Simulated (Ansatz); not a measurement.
input.yaml

```yaml
crystal:
  lattice:
    - [4.0721501896, 0.0, 0.0]
    - [0.0, 4.0721501896, 0.0]
    - [0.0, 0.0, 4.0721501896]
  atoms:
    - { symbol: Sr, position: [0.5, 0.5, 0.5] }
    - { symbol: Cd, position: [0.0, 0.0, 0.0] }
basis:
  ecutwfc: 420
kpoints:
  mp_grid: { grid: [10, 10, 10] }
hamiltonian:
  xc: pbesol
scf:
  occupations: { method: gaussian, width: 0.1 }
output:
  forces: true
  stress: true
  eigenvalues: true
relax:
  adjacent_minimum: "off"
  f_tol: 0.005
  max_steps: 50
  cell: { stress_tol: 0.05 }
```

Run as
```bash
ansatz run input.yaml --threads 1 --pin off --max-ram 2560MiB --backend cpu --events-out ev --progress --plain --runs-dir out
```

All numbers below come from Ansatz, DFT PBEsol, scalar-relativistic, plane waves, PAW.

From the run's log, abridged (final results; tables in files aren't shown):

```
SCF 5 converged in 5 iterations: F = -11676.915538 eV  dr2 = 1.28e-11
SCF converged after 5 iterations
Free energy (F): -11676.915538 eV
Harris-Foulkes:  -11676.915538 eV  (|F-HF|=1.82e-12)
Internal energy: -11676.909128 eV  (E = F + TS)
E sigma→0 (E₀):  -11676.912333 eV
Entropy (-TS):   -0.006409 eV (-3.205 meV/atom)
Fermi energy:    9.268628 eV
--- Per-component energies (eV) ---
  E_band       = -579.661277
  E_kinetic    = 749.387776
  E_local      = -4423.644955  (includes V_loc(G=0)·N_el)
  E_nonlocal   = 237.988824
  E_hartree    = 1908.732691
  E_xc         = -346.839810
  E_vxc        = -382.187265  (∫ρ·V_xc dr)
  E_paw        = -6656.561141  (= ΣΔE_a)
  E_vpaw       = -578.671105  (= ΣTr[D̂ρ^β])
  E_aug_tail   = 0.000011  (compensation charges beyond the density's cutoff)
  E_ewald      = -3146.448831
  E_core_change = 0.476307  (= ΣΔE_core)
  E_smearing   = -0.006409  (= −TS)
--- Forces (eV/Å), atoms counted from 1 ---
  atom   1  Sr     0.00000000     0.00000000     0.00000000
  atom   2  Cd     0.00000000     0.00000000     0.00000000
--- Stress (GPa, compression-positive) ---
       -0.003843       0.000000       0.000000
        0.000000      -0.003843       0.000000
        0.000000       0.000000      -0.003843
  P = ⅓ Tr σ = -0.0038 GPa (-0.038 kbar)
--- Band table (eV; the first three rows and the last of 56) ---
  k-point 0: bands = ["-93.2724", "-54.3437", "-54.3437", "-54.3437", "-26.3323", "-8.2907", "-8.2907", "-8.2907", "0.6546", "0.6546", "0.8150", "0.8150", "0.8150", "3.4005", "10.6220", "10.6220", "13.3242", "13.3242", "13.3242"]
  k-point 1: bands = ["-93.2724", "-54.3438", "-54.3437", "-54.3437", "-26.3311", "-8.3154", "-8.2890", "-8.2890", "0.6574", "0.6720", "0.8119", "0.8119", "0.8163", "3.5204", "10.4385", "10.6533", "12.9770", "12.9770", "13.0661"]
  k-point 2: bands = ["-93.2724", "-54.3439", "-54.3437", "-54.3437", "-26.3277", "-8.3792", "-8.2843", "-8.2843", "0.6647", "0.7177", "0.8039", "0.8039", "0.8194", "3.8715", "9.7187", "10.7399", "12.4202", "12.4202", "13.0805"]
  k-point 55: bands = ["-93.2723", "-54.3442", "-54.3442", "-54.3442", "-26.2938", "-8.4712", "-8.4712", "-8.4712", "0.7333", "0.7333", "0.7333", "0.9536", "0.9536", "8.4622", "8.4622", "8.4622", "8.5440", "13.9585", "13.9585"]
--- Relaxed structure (4 steps of the walk, 4 accepted, 1 SCFs on fresh bases) ---
  F+E_penalty+E_count = -11676.91553765 eV   max|allowed force component| = 4.339e-30 eV/Å   (the final SCF, on the basis selected at the relaxed cell)
  cell:  # Å, volume = 63.0549 Å³
    - [3.98021352, 0.0, 0.0]
    - [0.0, 3.98021352, 0.0]
    - [0.0, 0.0, 3.98021352]
  atoms:
    - { symbol: Sr, position: [0.49999999, 0.49999999, 0.49999999] }
    - { symbol: Cd, position: [0.0, 0.0, 0.0] }
```

The relaxation met its thresholds.

Time: 22 s on 1 thread of Arm Neoverse V1 (shared host), peak memory 0.37 GiB.